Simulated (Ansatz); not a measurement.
Ir:
```
CELL_PARAMETERS angstrom
      2.54121     0.00000     0.00000
      0.00000     2.54121     0.00000
      0.00000     0.00000     2.54121
ATOMIC_POSITIONS crystal
  Ir 0.00000 0.00000 0.00000
```

Relaxed with PBEsol. Special points in fractions of this cell's reciprocal vectors: Γ (0.000, 0.000, 0.000); X (0.000, 0.500, 0.000); M (0.500, 0.500, 0.000); R (0.500, 0.500, 0.500).

### Question
List the band energies nearest the Fermi level at these points for the program Ansatz at the PBEsol with spin–orbit coupling level (PAW).

### Answer
In eV from the Fermi level; about four levels below and three above (degenerate sets whole), none deeper than 8.9 eV; … stands for higher levels left out; points with the same levels are listed once.

| k | below | above |
|---|---|---|
| Γ | -6.37 -6.37 -6.37 -6.37 | 1.04 1.04 1.04 1.04 |
| X | -1.36 -1.36 -1.24 -1.24 | 1.71 1.71 … |
| M | -1.25 -1.25 -0.80 -0.80 | 3.38 3.38 3.53 3.53 |
| R | -5.71 -5.71 -5.71 -5.71 -5.14 -5.14 | 3.72 3.72 3.72 3.72 |

Space group Pm-3m (simple cubic). A made-up cell: these elements were put on the sites of a structure type; neither database checked (COD, Materials Project) lists it. It is not the phase usual at ambient conditions (space group No. 225). Symmetry was held in the PBEsol relaxation; whether a distortion lowers the energy is not shown. The run is not spin-polarised.

Potentials: the later of the program's two PAW sets.
